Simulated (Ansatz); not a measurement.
The start is a generated trial cell of FeSi in the AFLOW prototype AB_tP4_129_c_c (B11, as in TiCu). The structure is fully relaxed (lattice and positions, P = 0) with PBEsol (plane waves to 420 eV, PAW, scalar-relativistic; Ansatz, a program for electronic structure). The first steps use a coarse 8×8×4 k-mesh.

Starting cell:
```
FeSi
1.0
    3.03227     0.00000     0.00000
    0.00000     3.03227     0.00000
    0.00000     0.00000     5.77663
Fe Si
2 2
Cartesian
  1.51613   0.00000   3.75481
  0.00000   1.51613   2.02182
  1.51613   0.00000   0.57766
  0.00000   1.51613   5.19897
```
Spin-polarised start, with parallel moments on Fe.

Problem. What pressure does the first self-consistent step give?

Solution. -18 GPa (negative: the cell is under tension).

Problem. Which atoms feel the largest initial force, and how large is it?

Solution. About 2.5 eV/Å, on Si3, Si4 (atoms numbered as listed).

Problem. By how much does the energy per atom fall from start to end?

Solution. 0.50 eV/atom.

Problem. How does the volume per atom move from start to end?

Solution. -15.3 %, from 13.28 to 11.25 Å³/atom.

Problem. How do the shortest distances between atoms change?

Solution. The closest pairs of elements (up to four, under 3.6 Å), start → end: Fe–Si 2.59 → 2.36 Å; Si–Si 2.44 → 2.58 Å; Fe–Fe 2.76 → 2.61 Å.

Problem. What band gap does the relaxed structure have at this level?

Solution. Zero (metallic).

Problem. What magnetic moments remain?

Solution. Net 0.79 μB/atom, ferromagnetic.

Problem. What does it relax into? Give the structure.

Solution. 
Space group P4/nmm, origin choice 1 (No. 129); a = b = 3.035 Å, c = 4.886 Å, α = β = γ = 90.00°

```csv
atom,site,symmetry,x,y,z
Fe,2c,4mm,0.0000,0.5000,0.3479
Si,2c,4mm,0.5000,0.0000,0.1469
```

The space group stays P4/nmm (No. 129) (the run could not lower it); the end is AFLOW prototype AB_tP4_129_c_c (B11, as in TiCu), with 4 atoms in the primitive magnetic cell. Final values are on a 15×15×10 k-mesh of the relaxed cell. Spin state reached: ferromagnetic (net 0.79 μB/atom), from parallel starting moments; other spin orders were not run from this start.

The run could not lose the symmetry of its start; a randomly shaken copy of 8 atoms returns to this structure.

The relaxed structure here is a generated cell of FeSi: the first start was made by placing the elements on the sites of a structure type, and the end was not matched to a known phase here, so it may be hypothetical.
